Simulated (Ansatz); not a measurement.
TaAg:
```cif
data_Ag2Ta2
_chemical_formula_sum 'Ag2 Ta2'
_space_group_name_H-M_alt 'Pmma'
_space_group_IT_number 51
_space_group_name_Hall '-P 2a 2a'
_cell_length_a 4.73577
_cell_length_b 2.76739
_cell_length_c 5.28025
_cell_angle_alpha 90.000
_cell_angle_beta 90.000
_cell_angle_gamma 90.000
loop_
_atom_site_label
_atom_site_type_symbol
_atom_site_symmetry_multiplicity
_atom_site_Wyckoff_symbol
_atom_site_fract_x
_atom_site_fract_y
_atom_site_fract_z
_atom_site_occupancy
Ag1 Ag 2 e 0.75000 0.00000 0.14569 1
Ta1 Ta 2 f 0.25000 0.50000 0.35101 1
```

Relaxed with r²SCAN.

Which orbitals make up the states near the Fermi level in the program Ansatz at the r²SCAN level (PAW)?

Within 0.5 eV of the Fermi level: Ta 5d 77 %, Ag 4d 7 %, outside the projected shells 8 %. Projections are on Löwdin-orthogonalised atomic valence shells; empty p or d shells of many metals are not among them.

Tabulate the density of states.

States/eV per cell of 4 atoms, in 0.25 eV bins, energy from the Fermi level.

```tsv
E (eV)	total	Ag 4d	Ta 5d	Ta 6s
-7.85	0.29	0.00	0.00	0.14
-7.60	0.36	0.01	0.00	0.17
-7.35	0.46	0.03	0.01	0.21
-7.10	0.60	0.08	0.02	0.26
-6.85	2.13	1.27	0.14	0.40
-6.60	6.73	5.08	0.49	0.64
-6.35	8.67	6.93	0.63	0.53
-6.10	9.75	8.09	0.92	0.22
-5.85	9.67	8.28	0.71	0.27
-5.60	9.10	7.95	0.64	0.24
-5.35	7.26	6.28	0.55	0.13
-5.10	6.45	5.70	0.40	0.10
-4.85	9.21	8.47	0.42	0.10
-4.60	6.34	5.64	0.40	0.10
-4.35	6.31	5.54	0.36	0.18
-4.10	2.97	2.23	0.28	0.20
-3.85	1.38	0.62	0.27	0.21
-3.60	1.33	0.39	0.40	0.21
-3.35	1.83	0.45	0.67	0.19
-3.10	1.47	0.33	0.60	0.18
-2.85	1.52	0.33	0.72	0.20
-2.60	1.84	0.40	0.98	0.21
-2.35	2.17	0.48	1.21	0.24
-2.10	3.08	0.50	2.02	0.29
-1.85	2.87	0.34	1.99	0.28
-1.60	2.88	0.28	2.09	0.23
-1.35	3.31	0.28	2.49	0.20
-1.10	3.85	0.33	2.99	0.17
-0.85	5.27	0.44	4.17	0.19
-0.60	3.46	0.28	2.69	0.13
-0.35	2.98	0.22	2.31	0.08
-0.10	2.23	0.17	1.71	0.06
0.15	2.24	0.17	1.69	0.07
0.40	2.74	0.18	2.12	0.09
0.65	2.80	0.18	2.14	0.10
0.90	2.37	0.16	1.77	0.08
1.15	2.31	0.17	1.68	0.08
1.40	1.96	0.14	1.44	0.08
1.65	1.89	0.13	1.46	0.11
1.90	2.30	0.15	1.76	0.14
2.15	1.92	0.10	1.49	0.10
2.40	2.03	0.10	1.58	0.10
2.65	2.68	0.11	2.09	0.16
2.90	2.74	0.10	2.13	0.16
3.15	3.07	0.11	2.45	0.15
3.40	3.93	0.13	3.21	0.17
3.65	3.91	0.11	3.18	0.17
3.90	3.19	0.07	2.45	0.18
4.15	1.94	0.04	1.32	0.23
4.40	2.67	0.05	1.83	0.31
```

The start of the workflow was typed in or built on a structure type; neither database checked (COD, Materials Project) lists it. Whether it is the stable phase at ambient conditions was not checked. Symmetry was held in the r²SCAN relaxation; its stability against distortions is not shown here. No spin polarisation was allowed. Its formation energy is positive at this level, so the cell may be metastable or incomplete. Spin–orbit coupling is left out wherever it is not named.

Potentials: the later of the program's two PAW sets.
